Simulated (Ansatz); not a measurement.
The start is a relaxed GaP cell with every coordinate shifted by Gaussian noise of σ = 0.2 Å. A full variable-cell relaxation at zero pressure is run with PBE (plane waves to 420 eV, PAW, scalar-relativistic; Ansatz, a quantum-chemistry and plane-wave program). The first steps use a coarse 7×7×7 k-mesh.

The start:
```
GaP
1.0
    0.00000     2.75322     2.75322
    2.75322     0.00000     2.75322
    2.75322     2.75322     0.00000
P Ga
1 1
Cartesian
  4.08873   3.86882   4.03894
 -0.07145   0.12471   0.14867
```

Question: How large is the pressure on the unrelaxed cell, and of which sign?

Answer: +7.7 GPa (positive: the cell is compressed).

Question: How much energy is released per atom?

Answer: 0.54 eV/atom.

Question: How do the shortest distances between atoms change?

Answer: The closest pairs of elements (up to four, under 3.6 Å), start → end: Ga–P 2.02 → 2.38 Å.

Question: What band gap does the relaxed structure have at this level?

Answer: 1.58 eV, direct at Γ (no spin-orbit coupling).

Final values are on a 10×10×10 k-mesh of the relaxed cell. No spin polarisation in the result.
